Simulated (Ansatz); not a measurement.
**InP$_{3}$: how the energy converges with the cutoff**

InP$_{3}$, P1, a = 5.446 Å, b = 5.452 Å, c = 5.402 Å, α, β, γ = 87.7°, 87.5°, 85.9°. Ansatz: PBEsol, PAW, cutoff varied, Γ-centred 6×6×6 mesh on 8 atoms, Gaussian smearing 0.10 eV; no spin polarisation. Single points at one geometry with displaced atoms, the cutoff alone changed; ΔE is the energy at zero smearing over the run at 600 eV. The runs up to 350 eV lie under the cutoff recommended for these PAW datasets.

| cutoff (eV) | ΔE (meV/atom) |
| --- | --- |
| 200 | 2462.69 |
| 250 | 371.88 |
| 300 | 50.46 |
| 350 | 6.83 |
| 420 | ? |

Problem. Assume ΔE falls exponentially with the cutoff, fit y = ln ΔE against x, the cutoff in eV, to the other rows, and predict the missing value.

Solution. y = 7.809, 5.919, 3.921, 1.921. Means x = 275.0, y = 4.8925; Σ(Δx)² = 12500, ΣΔxΔy = -491.5; the slope is their ratio. y = 15.71 − 0.03932 x, a factor of ten per 59 eV. At 420 eV this gives ΔE = 0.45 meV/atom. The run gave 0.85, a ratio of 0.53. Between neighbouring rows the decay runs from a factor of ten per 58 eV to one per 77 eV, so one exponential is only a rough guide.

Cost: 6 runs of about 9.5 core-minutes in all, on Intel Xeon Processor @ 2.50GHz (Skylake/Cascade Lake) (shared hosts).